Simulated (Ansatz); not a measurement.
A generator proposed this cell of LiSm.

```
Li Sm
1.0
     2.91832    0.00000    0.00000
     0.00000    2.91832    0.00000
     0.00000    0.00000    8.99815
Li Sm
2 2
Direct
  0.00000 0.50000 0.60800
  0.50000 0.00000 0.39200
  0.00000 0.50000 0.13000
  0.50000 0.00000 0.87000
```

Level of theory: DFT PBE, scalar-relativistic, plane waves, PAW, and for the lanthanide a 4f-in-core norm-conserving potential, in Ansatz. Settings: cutoff 690 eV, Γ-centred mesh 6×6×2 on the computed 4-atom cell, Gaussian smearing of 0.10 eV; no spin polarisation.

The zero of energy is the elements' standard structures at the same level; no fitted shifts are applied.

**Question.** How far from equilibrium is it?

**Answer.** The pressure is 19.6 GPa (the mean over three directions, positive in compression), the largest force is 1.64 eV/Å, and the energy is +0.54 eV/atom against the elements. The shortest distance is 2.83 Å.

**Question.** How much does it gain on relaxing, and where does it end?

**Answer.** Relaxing gains about 0.48 eV/atom (the start's value is from the coarse mesh, so the gain is rough) in 20 ionic steps and ends at +0.06 eV/atom on the finer mesh. The symmetry stays P4/nmm (No. 129). The volume per atom grows by 40.1 %, from 19.2 to 26.8 Å³. The shortest distance goes from 2.83 Å (Li–Li) to 2.93 Å (Li–Li). The ratio c/a of the conventional cell changes by a factor of 0.70. Conventional cell: a = 3.677 Å, c = 7.942 Å. Li has 4 Li at 2.93 Å, 5 Sm at 3.35–3.47 Å and 4 Li at 3.68 Å; Sm is surrounded by 5 Li at 3.35–3.47 Å and 8 Sm at 3.51–3.68 Å.

The last run used a 12×12×6 mesh (in the run's order of axes) for its 4-atom cell and Gaussian smearing of 0.10 eV. The relaxation can't lower the symmetry of the start. A later test with randomly moved atoms came back to the same energy, though modes that don't fit the test's cell weren't probed.

The lanthanide is trivalent by construction, without f bands, f moments or other valences. The reference runs of the other elements, and any phases without the lanthanide, used 420 eV, which shifts energies against them by under 10 meV/atom. The lanthanide's reference is the lowest of its hcp, dhcp and fcc cells.
